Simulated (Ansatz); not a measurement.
Si₂Ru in space group P4_2/mnm (No. 136; Ru on 2a, Si on 4f) under volume change, plane-wave PAW PBEsol (Ansatz code), shape and atoms relaxed at each volume.

```json
[
 {"V (Å³/atom)": "15.608", "E − E(relaxed) (meV/atom)": "…", "P (GPa)": "…"},
 {"V (Å³/atom)": "16.122", "E − E(relaxed) (meV/atom)": "32.1", "P (GPa)": "10.62"},
 {"V (Å³/atom)": "16.637", "E − E(relaxed) (meV/atom)": "7.5", "P (GPa)": "4.86"},
 {"V (Å³/atom)": "17.151", "E − E(relaxed) (meV/atom)": "0.0", "P (GPa)": "-0.02"},
 {"V (Å³/atom)": "17.666", "E − E(relaxed) (meV/atom)": "7.0", "P (GPa)": "-4.20"},
 {"V (Å³/atom)": "18.181", "E − E(relaxed) (meV/atom)": "26.3", "P (GPa)": "-7.75"},
 {"V (Å³/atom)": "18.695", "E − E(relaxed) (meV/atom)": "…", "P (GPa)": "…"}
]
```

Task: Some entries are withheld; supply them.

Result: 
- 15.608, E − E(relaxed) (meV/atom): 76.8
- 15.608, P (GPa): 17.38
- 18.695, E − E(relaxed) (meV/atom): 56.2
- 18.695, P (GPa): -10.76

Task: What does a third-order Birch–Murnaghan fit give for V₀, B₀ and B′?

Result: V₀ = 17.15 Å³/atom, B₀ = 150 GPa, B′ = 4.4.

The start of the workflow was typed in or built on a structure type; neither database checked (COD, Materials Project) lists it. Whether it is the stable phase at ambient conditions was not checked. The cell was relaxed with PBEsol under the symmetry of its start; whether a distortion lowers the energy is not shown. No spin polarisation was allowed. The volume moved by 18 % from the start of the relaxation.

Potentials: the later of the program's two PAW sets.
